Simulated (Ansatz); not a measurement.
How long does this Ansatz run take?

```yaml
crystal:
  lattice:
    - [5.342867, 0.0, 0.0]
    - [0.0, 5.342867, 0.0]
    - [0.0, 0.0, 10.39293]
  atoms:
    - { symbol: Mg, position: [0.5, 0.5, 0.0] }
    - { symbol: Cd, position: [0.0, 0.0, 0.5] }
    - { symbol: Cd, position: [0.5, 0.5, 0.5] }
    - { symbol: Te, position: [0.0, 0.5, 0.269653] }
    - { symbol: Te, position: [0.5, 0.0, 0.730347] }
    - { symbol: Mo, position: [0.5, 0.0, 0.219267], spin: 1.0 }
    - { symbol: Mo, position: [0.0, 0.5, 0.780733], spin: 1.0 }
    - { symbol: O, position: [0.358769, 0.235707, 0.11139] }
    - { symbol: O, position: [0.235707, 0.641231, 0.88861] }
    - { symbol: O, position: [0.641231, 0.764293, 0.11139] }
    - { symbol: O, position: [0.764293, 0.358769, 0.88861] }
    - { symbol: O, position: [0.265306, 0.787485, 0.306372] }
    - { symbol: O, position: [0.212515, 0.265306, 0.693628] }
    - { symbol: O, position: [0.734694, 0.212515, 0.306372] }
    - { symbol: O, position: [0.787485, 0.734694, 0.693628] }
    - { symbol: O, position: [0.198897, 0.306789, 0.387477] }
    - { symbol: O, position: [0.306789, 0.801103, 0.612523] }
    - { symbol: O, position: [0.801103, 0.693211, 0.387477] }
    - { symbol: O, position: [0.693211, 0.198897, 0.612523] }
magnetization:
  spin_polarized: true
kpoints:
  mp_grid: { grid: [5, 5, 3] }
scf:
  occupations: { method: fermi_dirac, width: 0.02 }
hamiltonian:
  xc: pbe
  pseudopotentials: { kind: paw }
output:
  forces: true
  stress: true
  populations: true
  efg:
    quadrupole_moments_barn: { Mg: 0.1994, Mo: -0.022, O: -0.02558 }
    contact_densities: true
```

```sh
ansatz run input.yaml --threads 2 --pin off --max-ram 5120MiB --backend cpu --events-out ev --progress --plain --runs-dir out
```

It runs on 2 threads of Arm Neoverse V1 (aarch64; 8 cores open to the job, memory cap 5.0 GiB, no GPU), a shared host with a load of 0.6 a core.

(1) Estimate the wall time and the peak memory.

Results:

(1) About 2.3 min of wall time (4.5 min of CPU time) and 1.1 GiB. The run holds 182 valence electrons in 111 bands, about 5803 plane waves a k-point and 14 irreducible k-points, and took 18 SCF iterations. Times on a shared host vary by tens of per cent.
